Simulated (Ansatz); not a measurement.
Y (hcp (Mg type), P6_3/mmc) at seven volumes, DFT-PBE+D3(BJ) in the program Ansatz with PAW potentials, shape and atoms relaxed at each. One row is withheld.

```
V (Å³/atom)  P (GPa)
-----------  -------
28.651          4.53
29.596          2.84
30.540             ?
31.485          0.00
32.429         -1.20
33.374         -2.26
34.318         -3.21
```

Task: Fit the shown pressures and predict the withheld one.

Result: P = (3/2)B₀(x^(7/2) − x^(5/2))[1 + (3/4)(B′ − 4)(x − 1)] with x = (V₀/V)^(2/3). Least squares on the six rows gives V₀ = 31.483 Å³/atom, B₀ = 42.2 GPa, B′ = 2.84. At V = 30.540, x = 1.0205 and P = 1.34 GPa. The run itself gave 1.35 GPa.

Symmetry was held in the PBE+D3(BJ) relaxation. The run is not spin-polarised. The pairwise dispersion correction was not fitted to metals.

Potentials: the later of the program's two PAW sets.
